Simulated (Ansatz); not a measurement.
LaP:
```
LaP
1.0
    0.00000     3.03632     3.03632
    3.03632     0.00000     3.03632
    3.03632     3.03632     0.00000
P La
1 1
Direct
  0.50000   0.50000   0.50000
  0.00000   0.00000   0.00000
```

Relaxed with r²SCAN. Special points in fractions of this cell's reciprocal vectors: Γ (0.000, 0.000, 0.000); X (0.500, 0.000, 0.500); U (0.625, 0.250, 0.625); K (0.375, 0.375, 0.750); L (0.500, 0.500, 0.500); W (0.500, 0.250, 0.750).

**Question.** List the band energies nearest the valence-band maximum at these points for DFT-r²SCAN with spin–orbit coupling in the program Ansatz with PAW potentials.

**Answer.** In eV from the valence-band maximum; about four levels below and three above (degenerate sets whole), none deeper than 8.9 eV; points with the same levels are listed once.

| k | below | above |
|---|---|---|
| Γ | 0.00 0.00 0.00 0.00 | 1.90 1.90 1.90 1.90 |
| X | -0.34 -0.34 -0.20 -0.20 | 0.07 0.07 3.13 3.13 3.14 3.14 |
| U | -1.19 -1.19 -1.06 -1.06 | 1.54 1.54 3.05 3.05 |
| L | -1.84 -1.84 -1.84 -1.84 | 2.74 2.74 3.00 3.00 |
| W | -1.23 -1.23 -1.03 -1.03 | 2.42 2.42 2.42 2.42 |

Space group Fm-3m (rock salt). The workflow started from an entry of the Crystallography Open Database (COD). Whether it is the stable phase at ambient conditions was not checked. The r²SCAN relaxation kept the symmetry of its start; its stability against distortions is not shown here.

Potentials: the later of the program's two PAW sets.
